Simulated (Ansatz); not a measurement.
**Property card for HfCuGe**

HfCuGe:
```xyz
6
Lattice="-1.8820 1.8820 6.7299 1.8820 -1.8820 6.7299 1.8820 1.8820 -6.7299" Properties=species:S:1:pos:R:3 pbc="T T T"
Hf     0.0000     0.0000     4.4492
Hf     0.0000     0.0000     9.0107
Cu     1.8820     0.0000     0.0000
Cu     0.0000     1.8820     0.0000
Ge     0.0000     0.0000     1.7089
Ge     0.0000     0.0000    11.7510
```

Space group I4/mmm (No. 139); conventional cell a = b = 3.7639 Å, c = 13.4599 Å, α = β = γ = 90.00°.

Method: plane-wave PAW r²SCAN (Ansatz code). The cell and atoms are relaxed at this level. Other levels are named where they apply.

**Cell and energy**

| Item | Result |
|---|---|
| Volume per atom | 15.89 Å³ |
| Density | 10.96 g/cm³ |
| Formation energy from the elements (no fitted shifts) | -550 meV/atom |

**Electronic structure**

| Property | Result |
|---|---|
| Electronic character | metallic (no gap) |
| Density of states at the Fermi level | 0.24 states/eV per atom (mean over ±0.08 eV) |

The workflow started from a Materials Project entry (that database holds measured and hypothetical structures alike); the Crystallography Open Database copy checked does not list it. Its standing as an ambient phase is unchecked. The r²SCAN relaxation kept the symmetry of its start; whether a distortion lowers the energy is not shown. No spin polarisation was allowed. The references are the lowest solids computed at this level, not always the standard phases. Scalar-relativistic: spin–orbit coupling is off unless named, which matters more the heavier the elements.

Potentials: the later of the program's two PAW sets.
